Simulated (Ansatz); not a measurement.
Cu (Fm-3m), clamped-ion strain scan

Computed with DFT r2SCAN, scalar-relativistic, plane waves, PAW (Ansatz 0.2.0). The runs took a 500 eV cutoff, a Γ-centred 22×22×22 mesh and Gaussian smearing (0.15 eV). No spin polarisation. Energies are free energies at this smearing, counted from the undisturbed cell; pressure is positive in compression.

Zero of the scan (as given, not relaxed at this level; it stands at -4.8 GPa):

```
Cu
1.0
     0.00000    1.80750    1.80750
     1.80750    0.00000    1.80750
     1.80750    1.80750    0.00000
Cu
1
Direct
  0.00000 0.00000 0.00000
```

The cell is strained by ε times the Voigt pattern (1, -1, 0, 0, 0, 0) (xx, yy, zz, yz, xz, xy; engineering shear) with fractional coordinates fixed. The cell is metallic on the mesh throughout.

```
      ε  ΔE (meV/atom)
-0.1500           83.3
-0.0750           21.5
 0.0000            0.0
 0.0187            1.3
 0.0375            5.4
 0.0562           12.2
 0.0937           32.6
 0.1125           46.2
 0.1312           63.0
```

By symmetry 0.1500 repeats -0.1500, -0.1125 repeats 0.1125, 0.0750 repeats -0.0750, -0.0375 repeats 0.0375 in energy, with the opposite slope along the path.